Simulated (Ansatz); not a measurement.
**One input, then a changed one: Ga (bcc type)**

First run: DFT, PBEsol, all-electron LAPW, scalar-relativistic (Ansatz 0.2.0).

Command: `ansatz run input.yaml --threads 1 --pin off --max-ram 2048MiB --backend cpu --events-out ev --progress --plain --runs-dir out` It took 10 s on 1 thread of Arm Neoverse V1, with other jobs on the host, peak memory 0.3 GiB.

```yaml
crystal:
  lattice:
    - [-1.3524277441, 1.3524277441, 1.3524277441]
    - [1.3524277441, -1.3524277441, 1.3524277441]
    - [1.3524277441, 1.3524277441, -1.3524277441]
  atoms:
    - { symbol: Ga, position: [0.0, 0.0, 0.0] }
kpoints:
  mp_grid: { grid: [16, 16, 16] }
scf:
  occupations: { method: fermi_dirac, width: 0.05 }
hamiltonian:
  xc: pbesol
  pseudopotentials: { kind: all_electron, lapw: { basis_error: 0.001 } }
output:
  forces: true
  stress: true
  eigenvalues: true
  populations: true
```

The cell comes from a relaxation on PAW files under the same functional, begun from a prototype that needn't be the stable phase.

This run: volume at 0.55 of the series' base cell.

It converges in 6 SCF iterations at a pressure of 147.3 GPa.

The input is then changed:

```diff
 kpoints:
-  mp_grid: { grid: [16, 16, 16] }
+  mp_grid: { grid: [11, 11, 11] }
 scf:
```

Question: Predict the outcome of the changed run.

Answer: It converges in 6 SCF iterations at a pressure of 147.2 GPa, free energy +1.6 meV/atom against the first run's. Some of the changed settings are coarser than converged work would use.
